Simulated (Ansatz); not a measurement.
**Elastic constants of Si3N4: input and output**

Theory: DFT PBE, scalar-relativistic, plane waves, PAW in Ansatz.

Launched with:
```bash
ansatz run input.yaml --threads 4 --pin off --max-ram 12288MiB --backend cpu --events-out ev --progress --plain --runs-dir out
```

Input (bare energies are in eV):
```yaml
crystal:
  lattice:
    - [0.0, 3.8946186162, 3.8946186162]
    - [3.8946186162, 0.0, 3.8946186162]
    - [3.8946186162, 3.8946186162, 0.0]
  atoms:
    - { symbol: Si, position: [0.125, 0.125, 0.625] }
    - { symbol: Si, position: [0.125, 0.625, 0.125] }
    - { symbol: Si, position: [0.625, 0.125, 0.125] }
    - { symbol: Si, position: [0.125, 0.125, 0.125] }
    - { symbol: Si, position: [0.75, 0.75, 0.75] }
    - { symbol: Si, position: [0.5, 0.5, 0.5] }
    - { symbol: "N", position: [0.3675422897, 0.3675422897, 0.3675422897] }
    - { symbol: "N", position: [0.3526268691, 0.8824577103, 0.8824577103] }
    - { symbol: "N", position: [0.8824577103, 0.8824577103, 0.3526268691] }
    - { symbol: "N", position: [0.8824577103, 0.3526268691, 0.8824577103] }
    - { symbol: "N", position: [0.3675422897, 0.3675422897, 0.8973731309] }
    - { symbol: "N", position: [0.3675422897, 0.8973731309, 0.3675422897] }
    - { symbol: "N", position: [0.8824577103, 0.8824577103, 0.8824577103] }
    - { symbol: "N", position: [0.8973731309, 0.3675422897, 0.3675422897] }
basis:
  ecutwfc: 420
kpoints:
  mp_grid: { grid: [6, 6, 6] }
hamiltonian:
  xc: pbe
scf:
  occupations: { method: fixed }
output:
  forces: true
  stress: true
  eigenvalues: true
elastic:
  mode: relaxed_ion
  stencil: two_point
```

From the output:
```
--- Elastic constants: 2 strain directions × 2 members + reference (group order 48) ---
  dense FFT box of the reference and of every strained cell: 40×40×40
  strains applied: 11, 23; error gains: componentwise 1.00 (the most a stress slope's error grows in a printed constant), spectral 1.73 (1 for all six strains in a standard setting)
  reference relaxed by the batch: 2 steps; max|allowed force component| 5.48e-5 eV/Å at the deck's positions, 2.66e-5 at the last accepted step, 2.65e-5 by the solve of record
  largest displacement 1.1e-6 Å; the constants are those of the deck's cell at these positions:
  atoms:
    - { symbol: Si, position: [0.12499999999999999, 0.12499999999999999, 0.6249999999999999] }
    - { symbol: Si, position: [0.125, 0.6249999999999999, 0.125] }
    - { symbol: Si, position: [0.6249999999999999, 0.125, 0.125] }
    - { symbol: Si, position: [0.12499999999999999, 0.12499999999999999, 0.12499999999999999] }
    - { symbol: Si, position: [0.75, 0.75, 0.75] }
    - { symbol: Si, position: [0.49999999999999994, 0.49999999999999994, 0.49999999999999994] }
    - { symbol: N, position: [0.3675422091509837, 0.3675422091509837, 0.3675422091509837] }
    - { symbol: N, position: [0.35262662745295126, 0.8824577908490161, 0.8824577908490161] }
    - { symbol: N, position: [0.8824577908490161, 0.8824577908490161, 0.35262662745295126] }
    - { symbol: N, position: [0.8824577908490161, 0.35262662745295126, 0.8824577908490161] }
    - { symbol: N, position: [0.3675422091509837, 0.3675422091509837, 0.8973733725470485] }
    - { symbol: N, position: [0.3675422091509837, 0.8973733725470485, 0.3675422091509837] }
    - { symbol: N, position: [0.8824577908490161, 0.8824577908490161, 0.8824577908490161] }
    - { symbol: N, position: [0.8973733725470485, 0.3675422091509837, 0.3675422091509837] }
  C = ∂σ_k/∂η_j (tension-positive GPa; Voigt order 11 22 33 23 13 12):
       513.275    183.438    183.438     -0.000      0.000      0.000
       183.438    513.275    183.438      0.000      0.000      0.000
       183.438    183.438    513.275      0.000      0.000      0.000
        -0.000      0.000      0.000    325.587      0.000      0.000
         0.000     -0.000     -0.000     -0.000    325.587     -0.000
         0.000     -0.000     -0.000     -0.000     -0.000    325.587
  reference stress σ⁰ (GPa):     -0.004     -0.004     -0.004     -0.000     -0.000      0.000
  C* (energy form; C + prestress term) asymmetry max|C*_kj − C*_jk| = 5.684e-14 GPa — a small one proves nothing (zero by symmetry where the batch's group is 432, −43m or m−3m); a large one is finite-difference/SCF noise where every solve ...
  moduli (Voigt/Reuss/Hill, GPa): K = 293.38/293.38/293.38   G = 261.32/234.29/247.80   E = 580.09   ν = 0.170
  mechanically stable: yes (min eigenvalue of sym C = 325.59 GPa)
  strain η (Voigt 11):  stress-route row diagonal C_11 = 513.28 GPa, energy-path curvature d²(F+E_count+ΔE)/dδ²/Ω₀ = 513.68 GPa
         δ    σ_11 (GPa) F (eV) n_scf n_hpsi n_pw
    -2.000e-3      -1.0367       -6899.7999191      10   22953   2332   relax 5 steps, max|allowed force component| 4.00e-5 eV/Å
     2.000e-3       1.0164       -6899.8000700      10   23069   2332   relax 3 steps, max|allowed force component| 5.49e-7 eV/Å
  strain η (Voigt 23):  stress-route row diagonal C_44 = 325.59 GPa, energy-path curvature d²(F+E_count+ΔE)/dδ²/Ω₀ = 325.94 GPa
         δ    σ_23 (GPa) F (eV) n_scf n_hpsi n_pw
    -2.000e-3      -0.6512       -6899.8002612      10   35582   2332   relax 5 steps, max|allowed force component| 5.19e-7 eV/Å
     2.000e-3       0.6512       -6899.8002612      10   35272   2332   relax 3 steps, max|allowed force component| 1.96e-5 eV/Å
```

Time: 62 s on 4 threads of Oxide Virtual Turin-like Processor (Zen 5), with other jobs on the host, peak memory 0.66 GiB.

This form isn't the usual stable structure of the compound.